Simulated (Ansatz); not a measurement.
A geometry of InSe away from equilibrium: step 2 of the relaxation of a relaxed InSe cell, doubled along one cell vector, shaken by Gaussian noise of σ = 0.08 Å a coordinate. Calculation: PBE (plane waves to 420 eV, PAW, scalar-relativistic; Ansatz, a program for electronic structure). Γ-centred k-mesh 4×2×6 on the run's cell (coarser than for final values), Fermi–Dirac smearing 0.05 eV.

```xyz
12
Lattice="7.5522 -0.0138 -0.0075 -7.5762 12.8791 0.0463 -0.0042 0.0128 4.2460" Properties=species:S:1:pos:R:3:forces:R:3 pbc="T T T" free_energy=-66404.326 pressure_GPa=0.0
In    -1.1162     2.0875     1.7175    0.4542    0.0741    0.2816
In     2.6116     8.5486     1.5607    0.0438   -0.1129    0.0655
In     2.5807     4.3837     0.0812   -0.1588    0.0029   -0.0416
In    -1.2766    10.8801     0.0691   -0.0984   -0.0830    0.1105
In     2.3067    -0.0141     2.7668   -0.0643    0.0490    0.1421
In    -1.3741     6.3936     2.9082    0.2075    0.1760    0.0846
Se    -2.5906     4.4038     1.5629    0.0755   -0.0388    0.0979
Se    -6.5043    10.9069     1.3169   -0.0414   -0.0154   -0.1758
Se     0.9157     2.0203    -0.1167   -0.3822   -0.0179   -0.1496
Se    -2.5369     8.4078     0.0762    0.0689   -0.0204   -0.0506
Se     5.1880    -0.1486     2.6668    0.0088   -0.1012   -0.2524
Se     1.3734     6.4567     2.9340   -0.1138    0.0875   -0.1125
```

Positions in Å, forces in eV/Å, free energy of the cell in eV (comparable only within this code, potentials and settings). Largest force: 0.54 eV/Å, on In1 (atoms numbered as listed); the geometry lies 0.19 eV/atom above the end of its relaxation.

No spin polarisation in the result.

The end of the path is a generated cell of InSe: the first start was made by a random draw of sites in a space group, and the end was not matched to a known phase here, so it may be hypothetical. Known forms of InSe include space group No. 194.
